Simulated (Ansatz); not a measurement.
Question: Name crystals whose computed values (r²SCAN in the plane-wave PAW code Ansatz) fall in these windows: gap (eV) 3.4 to 4.3; B₀ by P(V) fit (GPa) 41 to 51.

Answer: 

```csv
crystal,gap (eV),B₀ by P(V) fit (GPa)
"La2NCl3, Ibam (La on 8j, N on 4a, Cl on 4b, Cl on 8j)",3.77,45.1
"K2RbLaV2O8, P-3m1 (Pearson symbol hP14)",3.91,42.1
"Cs2YAgF6, Fm-3m (Cs on 8c, Y on 4b, Ag on 4a, F on 24e)",3.89,44.7
```
Others may fit too.

Standing as an ambient phase not checked: La2NCl3, Ibam (La on 8j, N on 4a, Cl on 4b, Cl on 8j); K2RbLaV2O8, P-3m1 (Pearson symbol hP14); Cs2YAgF6, Fm-3m (Cs on 8c, Y on 4b, Ag on 4a, F on 24e). All cells were relaxed under the symmetry of their starts (and spin orders); stability against distortions was not tested throughout. Rows with no word on spin ran without spin polarisation. Scalar-relativistic: spin–orbit coupling is off unless named, which matters more the heavier the elements.

Potentials: the later of the program's two PAW sets.
